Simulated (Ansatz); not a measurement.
Run on rocksalt TaN (100), 3 layers: DFT, LDA, all-electron LAPW, scalar-relativistic (Ansatz 0.2.0). This run: no images along the normal.

The slab is cut from a bulk crystal relaxed on PAW files (its atoms may have been relaxed since), whose type needn't be the stable one.

Command: `ansatz run input.yaml --threads 2 --pin off --max-ram 4096MiB --backend cpu --events-out ev --progress --plain --runs-dir out` It took 2 min on 2 threads of Intel(R) Xeon(R) 6975P-C (Granite Rapids), with other jobs on the host, peak memory 1.6 GiB.

```yaml
crystal:
  lattice:
    - [3.0747609995, 0.0, 0.0]
    - [0.0, 3.0747609995, 0.0]
    - [0.0, 0.0, 20.3484]
  atoms:
    - { symbol: Ta, position: [0.25, 0.25, 0.3986165082] }
    - { symbol: "N", position: [0.75, 0.75, 0.3871824211] }
    - { symbol: Ta, position: [0.75, 0.75, 0.5000000026] }
    - { symbol: "N", position: [0.25, 0.25, 0.4999999997] }
    - { symbol: Ta, position: [0.25, 0.25, 0.6013834883] }
    - { symbol: "N", position: [0.75, 0.75, 0.6128175801] }
  periodic: [true, true, false]
kpoints:
  mp_grid: { grid: [11, 11, 1] }
scf:
  occupations: { method: fermi_dirac, width: 0.08 }
hamiltonian:
  xc: lda
  pseudopotentials: { kind: all_electron, lapw: { basis_error: 0.001 } }
output:
  forces: true
  stress: true
  eigenvalues: true
```

Output:

```
Warning: crystal.periodic: the lattice vector that does not repeat stood 0.000° off the slab's normal, 20.348 Å along it as the deck builds it. The run solves the slab on a vector along the normal, 32.983 Å long, with every atom where it was (on the deck's vector they left 15.76 Å outside them, and the widest stretch free of ions among them is 2.06 Å). A fractional position that the run reports is one of the run's cell, which starts as this one, and not of the deck's: it goes into a deck with that cell's vectors. The slab on that cell runs as it stands in a deck that lists each atom with its symbol and moment, types crystal.periodic and leaves out crystal.checkpoint, crystal.saddle_side, crystal.structure_sha256, crystal.space_group, crystal.setting, crystal.reduce_to_primitive, crystal.supercell, crystal.defects and each atom's wyckoff. Where those keys changed the vectors of the plane, lay the indices of each lattice_plane and lattice_line anew on these rows. Along the normal they count this vector already. An outside_sphere can name other atoms there (type this run's as sites). In the order of the run's atom list the slab is: crystal.lattice: [[3.0747609995, 0.0, 0.0], [0.0, 3.0747609995, 0.0], [0.0, 0.0, 32.9826289387912]]; position: [0.25, 0.25, 0.24592363969862957]; position: [0.75, 0.75, 0.23886946040996773]; position: [0.75, 0.75, 0.30847147059705304]; position: [0.25, 0.25, 0.3084714688079185]; position: [0.25, 0.25, 0.37101929612807294]; position: [0.75, 0.75, 0.3780734783163666];
crystal.periodic: the lattice vector that does not repeat stood 0.000° off the slab's normal, 20.348 Å along it as the deck builds it. The run solves the slab on a vector along the normal, 32.983 Å long, with every atom where it was (on the deck's vector they left 15.76 Å outside them, and the widest stretch free of ions among them is 2.06 Å). A fractional position that the run reports is one of the run's cell, which starts as this one, and not of the deck's: it goes into a deck with that cell's vectors. The slab on that cell runs as it stands in a deck that lists each atom with its symbol and moment, types crystal.periodic and leaves out crystal.checkpoint, crystal.saddle_side, crystal.structure_sha256, crystal.space_group, crystal.setting, crystal.reduce_to_primitive, crystal.supercell, crystal.defects and each atom's wyckoff. Where those keys changed the vectors of the plane, lay the indices of each lattice_plane and lattice_line anew on these rows. Along the normal they count this vector already. An outside_sphere can name other atoms there (type this run's as sites). In the order of the run's atom list the slab is: crystal.lattice: [[3.0747609995, 0.0, 0.0], [0.0, 3.0747609995, 0.0], [0.0, 0.0, 32.9826289387912]]; position: [0.25, 0.25, 0.24592363969862957]; position: [0.75, 0.75, 0.23886946040996773]; position: [0.75, 0.75, 0.30847147059705304]; position: [0.25, 0.25, 0.3084714688079185]; position: [0.25, 0.25, 0.37101929612807294]; position: [0.75, 0.75, 0.3780734783163666];
LAPW: plane waves up to 10.440 Å⁻¹, error target 1.0e-3 eV per atom; small_component_spin mean_spin; N in spheres of 0.864 Å, 7 of its electrons in bands, Dirac shells []; Ta in spheres of 1.199 Å, 45 of its electrons in bands, Dirac shells [] (how accurate: hamiltonian.pseudopotentials.lapw.basis_error, Limitations)
Engine: ansatz 0.2.0
Pseudopotentials: kind: all_electron
Pseudopotential: Ta, LAPW, valence charge 45, lapw/all_electron/scalar/gaussian/Ta, Koelling and Harmon's equation, gaussian nucleus
Pseudopotential: N, LAPW, valence charge 7, lapw/all_electron/scalar/gaussian/N, Koelling and Harmon's equation, gaussian nucleus
Functional definition: SPW92
  exchange = slater_x
  correlation = pw_c
Crystal: 6 atoms, lattice volume = 311.823 Å³
Basis set: ecut = 415.2902836623386 eV, 5981 PW (Γ), exchange–correlation at level 2
Bands: 94, of which v1, the nominal top of the filled ones, is band 78 counted from 1 (77 counted from 0)
Symmetry: 16 space group operations
Space group: P4/mmm (ITA 123), of the structure as read, at distance tolerance 6.8e-5 Å
k-points: 21 of 121
Non-local potential: Ta, projectors of the file, none
Non-local potential: N, projectors of the file, none
Initial density: superposition of atomic densities (neutral atoms: chi_scale 0, normalization atom)
Initial wavefunctions: plane waves of lowest kinetic energy (no species holds an atomic orbital)
Functional: x = slater, c = lda
iter 1 solved again at ethr=1.43e-2 eV; its pass at ethr=1.00e-1 eV (dr2=2.22e1 eV) is discarded
SCF iter   1: F=—  HF=-1277410.509354 eV  |F-HF|=—  |Δ(HF+E_count)|=         —  Δρ=6.35e-2  dr2=2.23e1  ethr=1.43e-2  ⟨swp⟩=2.0  Hψ=12459  notcnv=0
preconditioner: auto → LDOS  [metal: Δε(μ)=0.126 eV  Ē_g=22.977 eV  σ=0.080 eV  W_gap=0.37  n_scr=76 (ndim 8)  ℏωp=19.9 eV  f_vac=0.758  D(μ)=2.14/eV (n_scr^D=10)  β→1.0]
SCF iter   2: F=—  HF=-1277409.469585 eV  |F-HF|=—  |Δ(HF+E_count)|=    1.04e0  Δρ=6.09e-2  dr2=1.92e1  ethr=1.43e-2  ⟨swp⟩=3.6  Hψ=5908  notcnv=0
iter 3 solved again at ethr=5.13e-4 eV; its pass at ethr=1.23e-2 eV (dr2=8.00e-1 eV) is discarded
SCF iter   3: F=—  HF=-1277403.835323 eV  |F-HF|=—  |Δ(HF+E_count)|=    5.63e0  Δρ=9.51e-3  dr2=7.99e-1  ethr=5.13e-4  ⟨swp⟩=2.2  Hψ=10199  notcnv=0
[... lines left out ...]
  E_kinetic    = 1424999.614472
  E_xc         = -25648.242095
  E_electrostatic = -2676754.974923  (all electrons and nuclei)
  E_smearing   = -0.087936  (= −TS)
  E_closure    = 0.000000  (closes the sum)
  E_atoms      = -1277339.245726  (free atoms, spherical and without spin; not in F)
  Σ components = -1277403.690482   (vs F -1277403.690482, Δ=0.00e0)
  Basis errors (estimates in eV, not in F): energy 4.4e-4 per atom: plane waves 4.1e-4 (2.4e-4 summed), levels above the bands 1.4e-28, relativity 1.5e-8, radial functions 3.1e-5, core shells 1.9e-10; eigenvalues (radial functions only) 5.5e-6; not estimated: angular momenta, meshes, grids; target (lapw.basis_error) 1.0e-3; muffin-tin radii N 0.864 Å, Ta 1.199 Å
--- Forces (eV/Å), atoms counted from 1 ---
  atom   1  Ta     0.00000000     0.00000000     0.00379271
  atom   2  N      0.00000000     0.00000000    -0.00669304
  atom   3  Ta     0.00000000    -0.00000000     0.00000000
  atom   4  N     -0.00000000     0.00000000     0.00000000
  atom   5  Ta     0.00000000     0.00000000    -0.00379271
  atom   6  N      0.00000000     0.00000000     0.00669304
  max |Σ_I F_I| component: 7.59e-30 eV/Å
--- 2D stress c σ (N/m, compression-positive) ---
      -14.242121       0.000000       0.000000
        0.000000     -14.242121       0.000000
        0.000000       0.000000       0.000000
  P = ½ c Tr σ = -14.2421 N/m
--- Band table (eV; the first three rows and the last of 21) ---
  k-point 0: bands = ["-538.4879", "-538.4879", "-538.1294", "-399.4967", "-399.4967", "-399.4587", "-399.4587", "-399.4587", "-399.4587", "-399.1284", "-399.1284", "-399.0771", "-379.2577", "-378.3227", "-378.3227", "-221.5821", "-221.5821", "-221.5596", "-221.5596", "-221.5596", "-221.5596", "-221.5446", "-221.5446", "-221.5265", "-221.5265", "-221.2360", "-221.2089", "-221.1829", "-221.1671", "-221.1671", "-73.0424", "-73.0366", "-72.7110", "-39.9284", "-39.7841", "-39.4821", "-39.4821", "-39.3788", "-39.3788", "-39.1496", "-39.1496", "-39.1098", "-24.9267", "-24.9068", "-24.8820", "-24.8820", "-24.8798", "-24.8798", "-24.8520", "-24.8514", "-24.8509", "-24.8508", "-24.8311", "-24.8311", "-24.8309", "-24.8309", "-24.5716", "-24.5716", "-24.5021", "-24.4931", "-24.4851", "-24.4708", "-24.4708", "-22.1080", "-20.4989", "-20.3031", "-11.3031", "-9.7180", "-9.0223", "-8.9081", "-8.9081", "-8.5944", "-7.4820", "-7.2727", "-7.2727", "-7.0149", "-7.0149", "-6.0391", "-5.0709", "-5.0709", "-4.2973", "-3.4093", "-2.3076", "-2.2923", "-2.1960", "-1.8751", "-1.8751", "-1.4467", "-0.5621", "-0.4230", "0.0432", "0.1640", "0.1640", "0.6520"]
  k-point 1: bands = ["-538.4879", "-538.4879", "-538.1294", "-399.4967", "-399.4967", "-399.4587", "-399.4587", "-399.4587", "-399.4587", "-399.1284", "-399.1284", "-399.0771", "-379.2577", "-378.3227", "-378.3227", "-221.5821", "-221.5821", "-221.5596", "-221.5596", "-221.5596", "-221.5596", "-221.5446", "-221.5446", "-221.5265", "-221.5265", "-221.2360", "-221.2089", "-221.1829", "-221.1671", "-221.1671", "-73.0402", "-73.0348", "-72.7096", "-39.9178", "-39.8077", "-39.5055", "-39.4714", "-39.4402", "-39.3738", "-39.1846", "-39.1498", "-39.0921", "-24.9257", "-24.9061", "-24.8842", "-24.8821", "-24.8811", "-24.8790", "-24.8523", "-24.8513", "-24.8505", "-24.8500", "-24.8335", "-24.8331", "-24.8299", "-24.8296", "-24.5749", "-24.5692", "-24.5010", "-24.4935", "-24.4842", "-24.4735", "-24.4708", "-21.9746", "-20.3780", "-20.1764", "-11.3663", "-10.1183", "-9.5117", "-9.2623", "-8.6795", "-8.5031", "-8.3138", "-7.6980", "-7.4542", "-7.2957", "-6.5185", "-5.5264", "-5.0687", "-4.9808", "-4.2407", "-2.9583", "-2.1788", "-2.1665", "-1.7055", "-1.6727", "-1.4250", "-0.8735", "-0.2911", "-0.2494", "0.0288", "0.0721", "0.1760", "0.7756"]
  k-point 2: bands = ["-538.4879", "-538.4879", "-538.1294", "-399.4967", "-399.4967", "-399.4587", "-399.4587", "-399.4587", "-399.4587", "-399.1284", "-399.1284", "-399.0771", "-379.2577", "-378.3227", "-378.3227", "-221.5821", "-221.5821", "-221.5596", "-221.5596", "-221.5596", "-221.5596", "-221.5446", "-221.5446", "-221.5265", "-221.5265", "-221.2360", "-221.2089", "-221.1829", "-221.1671", "-221.1671", "-73.0344", "-73.0302", "-72.7060", "-39.8919", "-39.8788", "-39.5747", "-39.5723", "-39.4413", "-39.3602", "-39.2632", "-39.1513", "-39.0708", "-24.9232", "-24.9043", "-24.8898", "-24.8880", "-24.8789", "-24.8769", "-24.8532", "-24.8524", "-24.8481", "-24.8477", "-24.8397", "-24.8391", "-24.8261", "-24.8260", "-24.5833", "-24.5626", "-24.4985", "-24.4947", "-24.4817", "-24.4799", "-24.4706", "-21.6039", "-20.0408", "-19.8217", "-11.5753", "-11.1856", "-10.0291", "-9.7437", "-9.4139", "-9.1355", "-8.7908", "-8.5599", "-8.3270", "-6.6838", "-5.6181", "-4.9366", "-4.7123", "-4.5952", "-4.0602", "-2.3629", "-2.0055", "-1.9066", "-0.7422", "-0.5637", "-0.4572", "-0.4365", "0.0257", "0.1260", "0.3825", "0.4763", "0.7469", "1.1150"]
  k-point 20: bands = ["-538.4879", "-538.4879", "-538.1294", "-399.4967", "-399.4967", "-399.4587", "-399.4587", "-399.4587", "-399.4587", "-399.1284", "-399.1284", "-399.0771", "-379.2577", "-378.3227", "-378.3227", "-221.5821", "-221.5821", "-221.5596", "-221.5596", "-221.5596", "-221.5596", "-221.5446", "-221.5446", "-221.5265", "-221.5265", "-221.2360", "-221.2089", "-221.1829", "-221.1671", "-221.1671", "-72.9947", "-72.9945", "-72.6719", "-39.9648", "-39.9595", "-39.7799", "-39.7702", "-39.7009", "-39.6631", "-39.4810", "-39.4712", "-39.1876", "-24.9093", "-24.8909", "-24.8871", "-24.8866", "-24.8860", "-24.8856", "-24.8643", "-24.8627", "-24.8324", "-24.8322", "-24.8317", "-24.8316", "-24.8299", "-24.8298", "-24.5582", "-24.5568", "-24.5085", "-24.4905", "-24.4901", "-24.4856", "-24.4632", "-21.3322", "-19.8988", "-19.5554", "-10.8093", "-10.7703", "-10.5682", "-9.2957", "-9.2405", "-8.9456", "-8.6347", "-8.4872", "-8.2419", "-8.0441", "-6.9939", "-3.8716", "-3.8482", "-2.1961", "-0.5136", "-0.4313", "-0.2053", "-0.1694", "0.0179", "0.1789", "0.1857", "0.6884", "1.0885", "1.4571", "2.5050", "2.9661", "3.6601", "4.8978"]
  the weakly bound empty levels are not read free of the cell's end (augmented_plane_waves)
```

Spin–orbit coupling is left out, which matters for the heavy atoms.
